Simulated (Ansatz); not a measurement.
The cell below belongs to a search over invented structures; it isn't taken from experiment.

Input and command of a plane-wave DFT calculation in Ansatz:

```yaml
crystal:
  lattice:
    - [4.4697628119, -5.1855199018, 0.0]
    - [4.4697628119, 5.1855199018, 0.0]
    - [0.0, 0.0, 7.5907991614]
  atoms:
    - { symbol: Ru, position: [0.0, 1.0, 0.0], spin: 1.23 }
    - { symbol: Br, position: [0.2730683206, 0.2730683206, 0.0], spin: 0.17 }
    - { symbol: Br, position: [0.7269316794, 0.7269316794, 0.0], spin: 0.17 }
    - { symbol: Br, position: [0.1666571629, 0.8333428371, 0.25] }
    - { symbol: Br, position: [0.8333428371, 0.1666571629, 0.25] }
    - { symbol: Ru, position: [0.0, 1.0, 0.5], spin: -1.23 }
    - { symbol: Br, position: [0.2730683206, 0.2730683206, 0.5], spin: -0.17 }
    - { symbol: Br, position: [0.7269316794, 0.7269316794, 0.5], spin: -0.17 }
    - { symbol: Br, position: [0.1666571629, 0.8333428371, 0.75] }
    - { symbol: Br, position: [0.8333428371, 0.1666571629, 0.75] }
basis:
  ecutwfc: 420
kpoints:
  mp_grid: { grid: [6, 6, 5] }
hamiltonian:
  xc: pbe
scf:
  occupations: { method: gaussian, width: 0.01 }
output:
  forces: true
  stress: true
  eigenvalues: true
  populations: true
  write_density: true
  write_potential: true
  elf: true
  volumetric_format: npy
magnetization:
  spin_polarized: true
relax:
  adjacent_minimum: "off"
  f_tol: 0.01
  max_steps: 30
  cell: { stress_tol: 0.1, fix: [volume] }
```

```bash
ansatz run input.yaml --threads 1 --pin off --max-ram 2560MiB --backend cpu --events-out ev --progress --plain --runs-dir out
```

Processor: Intel(R) Xeon(R) Processor @ 2.70GHz, 1 thread, on a host shared with other jobs.

Problem. Estimate time, memory and problem size.

Solution. About 7.3 min, peak memory 1.2 GiB. It solves 56 bands at 39 k points (after reduction by symmetry) with about 6871 plane waves, in 45 SCF iterations over 5 ionic steps.
